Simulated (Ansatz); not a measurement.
# What a change of settings does: Ir (bcc type)

First run: DFT, LDA, all-electron LAPW, scalar-relativistic (Ansatz 0.2.0).

Command: `ansatz run input.yaml --threads 1 --pin off --max-ram 2048MiB --backend cpu --events-out ev --progress --plain --runs-dir out` It took 57 s on 1 thread of Arm Neoverse V1, with other jobs on the host, peak memory 0.61 GiB.

```yaml
crystal:
  lattice:
    - [-1.1550714309, 1.1550714309, 1.1550714309]
    - [1.1550714309, -1.1550714309, 1.1550714309]
    - [1.1550714309, 1.1550714309, -1.1550714309]
  atoms:
    - { symbol: Ir, position: [0.0, 0.0, 0.0] }
kpoints:
  mp_grid: { grid: [20, 20, 20] }
  band_path:
    path:
      - [0.0, 0.0, 0.0]
      - [0.5, -0.5, 0.5]
      - [0.0, 0.0, 0.5]
      - [0.0, 0.0, 0.0]
      - [0.25, 0.25, 0.25]
      - [0.5, -0.5, 0.5]
      - [0.25, 0.25, 0.25]
      - [0.0, 0.0, 0.5]
    npoints: 8
scf:
  occupations: { method: fermi_dirac, width: 0.08 }
hamiltonian:
  xc: lda
  pseudopotentials: { kind: all_electron, lapw: { basis_error: 0.001 } }
output:
  forces: true
  stress: true
  eigenvalues: true
  populations: true
  dos: { projected: true, de: 0.2, e_range: [-14, 8] }
```

The cell comes from a relaxation on PAW files under the same functional, begun from a prototype that needn't be the stable phase.

This run: volume at 0.43 of the series' base cell.

It converges in 7 SCF iterations at a pressure of 2111 GPa.

The input is then changed:

```diff
 kpoints:
-  mp_grid: { grid: [20, 20, 20] }
+  mp_grid: { grid: [13, 13, 13] }
   band_path:
 scf:
-  occupations: { method: fermi_dirac, width: 0.08 }
+  occupations: { method: gaussian, width: 0.005 }
 hamiltonian:
   populations: true
-  dos: { projected: true, de: 0.2, e_range: [-14, 8] }
```

Task: Predict the outcome of the changed run.

Result: It converges in 6 SCF iterations at a pressure of 2115 GPa, free energy +36.1 meV/atom against the first run's. More than one line changes, and not each need have an effect. Some of the changed settings are coarser than converged work would use. Results part of its log:
```
SCF 1 converged in 6 iterations: F = -484728.492699 eV  dr2 = 3.36e-10
NSCF: frozen V_eff on 57 k-points
SCF converged after 6 iterations
Free energy (F): -484728.492699 eV
Harris-Foulkes:  -484728.492699 eV  (|F-HF|=5.24e-10)
Internal energy: -484728.492645 eV  (E = F + TS)
E sigma→0 (E₀):  -484728.492672 eV
Entropy (-TS):   -0.000054 eV (-0.054 meV/atom)
Fermi energy:    78.941799 eV
--- Per-component energies (eV) ---
  E_band       = -4720.052130
  E_kinetic    = 548593.092350
  E_xc         = -9234.712656
  E_electrostatic = -1024086.872339  (all electrons and nuclei)
  E_smearing   = -0.000054  (= −TS)
  E_closure    = -0.000000  (closes the sum)
  E_atoms      = -484743.529354  (free atoms, spherical and without spin; not in F)
  Σ components = -484728.492699   (vs F -484728.492699, Δ=0.00e0)
  Basis errors (estimates in eV, not in F): energy 2.6e-4 per atom: plane waves 2.2e-4 (1.2e-4 summed), levels above the bands 0.0e0, relativity 8.1e-8, radial functions 4.0e-5, core shells 2.4e-11; eigenvalues (radial functions only) 1.4e-5; not estimated: angular momenta, meshes, grids; target (lapw.basis_error) 1.0e-3; muffin-tin radii Ir 1.000 Å
--- Forces (eV/Å), atoms counted from 1 ---
  atom   1  Ir    -0.00000000     0.00000000    -0.00000000
  max |Σ_I F_I| component: 1.84e-29 eV/Å
--- Stress (GPa, compression-positive) ---
     2114.522090      -0.000000      -0.000000
       -0.000000    2114.522090      -0.000000
       -0.000000      -0.000000    2114.522090
  P = ⅓ Tr σ = 2114.5221 GPa (21145.221 kbar)
--- Band table (eV; the first three rows and the last of 84) ---
  k-point 0: bands = ["-579.7223", "-412.9284", "-412.9284", "-412.9284", "-208.0837", "-208.0837", "-208.0837", "-208.0464", "-208.0464", "-19.9620", "19.4080", "19.4080", "19.4080", "19.6449", "19.6449", "19.6449", "19.7239", "28.3277", "28.3277", "28.3277", "60.1478", "66.9857", "66.9857", "66.9857", "75.3496", "75.3496", "90.7998", "90.7998", "90.7998", "120.9276"]
  k-point 1: bands = ["-579.7223", "-412.9284", "-412.9284", "-412.9284", "-208.0837", "-208.0836", "-208.0836", "-208.0464", "-208.0464", "-19.8503", "19.4123", "19.4173", "19.4185", "19.6374", "19.6416", "19.6435", "19.7104", "27.6175", "28.1213", "28.3130", "60.9689", "66.5017", "66.9885", "67.7902", "74.4261", "75.3016", "91.5412", "91.8993", "93.0698", "116.5864"]
  k-point 2: bands = ["-579.7223", "-412.9284", "-412.9284", "-412.9284", "-208.0838", "-208.0835", "-208.0832", "-208.0465", "-208.0465", "-19.5341", "19.4225", "19.4433", "19.4465", "19.6171", "19.6289", "19.6339", "19.6805", "25.7997", "27.5790", "28.2723", "62.3077", "65.3058", "67.4982", "70.1104", "73.3833", "75.2961", "93.3965", "94.9417", "98.2462", "110.8949"]
  k-point 83: bands = ["-579.7223", "-412.9285", "-412.9285", "-412.9285", "-208.0814", "-208.0814", "-208.0814", "-208.0473", "-208.0473", "-16.3843", "19.2983", "19.3007", "19.3007", "19.3047", "19.6600", "19.6620", "19.6620", "22.0322", "22.1645", "22.1645", "55.6388", "55.9451", "83.0424", "83.0424", "83.8361", "92.6228", "94.9607", "94.9607", "107.8473", "113.1153"]
--- Löwdin populations: 1 site ---
  site symbol       q [e]
     0     Ir     76.8293
  spilling = 0.002217 (of n_electrons = 77.000000)
```
